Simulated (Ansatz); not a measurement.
**SiO₂: do energies and stresses tell the same story?**

All numbers below come from DFT LDA, scalar-relativistic, plane waves, PAW in Ansatz 0.2.0.

Plane waves to 420 eV, a k mesh through Γ of 6×6×4 on the computed 12-atom cell and Gaussian smearing (0.02 eV); no spin polarisation.

Relaxed cell: P4_32_12, a = 4.941 Å, b = 4.941 Å, c = 6.860 Å, α = 90.00°, β = 90.00°, γ = 90.00°, 12 atoms in the primitive cell. This form isn't the usual stable structure of the compound.

Energies at zero smearing and pressures from the stress tensor, at volumes with shape and atoms relaxed:
```
V (Å³/atom) E − E(first) (meV/atom) P (GPa)
     13.116                     0.00    0.847
     13.534                    -1.57    0.408
     13.953                    -2.17    0.009
     14.371                    -1.81   -0.316
     14.790                    -0.72   -0.576
```

Question: Check P = −dE/dV between neighbouring volumes, and get the bulk modulus from the pressures alone.

Answer: With 1 eV/Å³ = 160.2 GPa:
```tsv
middle V (Å³/atom)	−ΔE/ΔV (GPa)	mean P (GPa)
13.325	0.602	0.627
13.744	0.228	0.208
14.162	-0.136	-0.153
14.581	-0.418	-0.446
```

The two differ by 0.029 GPa at most. The mean of two end pressures misses the average over a step by about ΔV² P″/12, up to 0.006 GPa here; with that taken off 0.033 GPa remains, from the finite cutoff, the mesh or the relaxation's tolerance. Around V = 13.953 Å³/atom, the two neighbours give B = −V ΔP/ΔV = 13.953 × 0.724 / 0.837 = 12.1 GPa, against B0 = 11.2 GPa from the Birch–Murnaghan fit of the energies.

Cost: 6 runs of about 38 core-minutes in all, on AMD EPYC (Zen 3) (shared hosts).